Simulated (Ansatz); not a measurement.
Question: Each is relaxed and computed with PBE (plane waves, PAW; program Ansatz). Which is the only metal?
(A) Y3Si, Fm-3m (Si on 4a, Y on 4b, Y on 8c)
(B) SrCdSiS4, Ama2 (Pearson symbol oS28)
(C) SiC, P6_422 (Si on 3c, C on 3d)
(D) SiO2, R3m (Si on 3a, O on 3a, O on 3a)

Answer: A, Y3Si, Fm-3m (Si on 4a, Y on 4b, Y on 8c). Y3Si: metal; SiC: gap 0.87 eV (indirect); SiO2: gap 3.19 eV (indirect); SrCdSiS4: gap 2.70 eV (indirect). Constructed cells (a structure type filled with these elements, in neither database checked): Y3Si, Fm-3m (Si on 4a, Y on 4b, Y on 8c); SiO2, R3m (Si on 3a, O on 3a, O on 3a). Typed or built starts, not in the databases checked: SiC, P6_422 (Si on 3c, C on 3d). Not the usual ambient phase: SiC, P6_422 (Si on 3c, C on 3d); SiO2, R3m (Si on 3a, O on 3a, O on 3a). Standing as an ambient phase not checked: SrCdSiS4, Ama2 (Pearson symbol oS28). Weakly bound layers, chains or molecules computed without a dispersion correction, so cells and soft constants are ill determined: SiO2, R3m (Si on 3a, O on 3a, O on 3a). Unstable at this level: Y3Si, Fm-3m (Si on 4a, Y on 4b, Y on 8c). All cells were relaxed under the symmetry of their starts (and spin orders); stability against distortions was not tested throughout. Rows with no word on spin ran without spin polarisation. Spin–orbit coupling is left out wherever it is not named.

Potentials: the later of the program's two PAW sets.
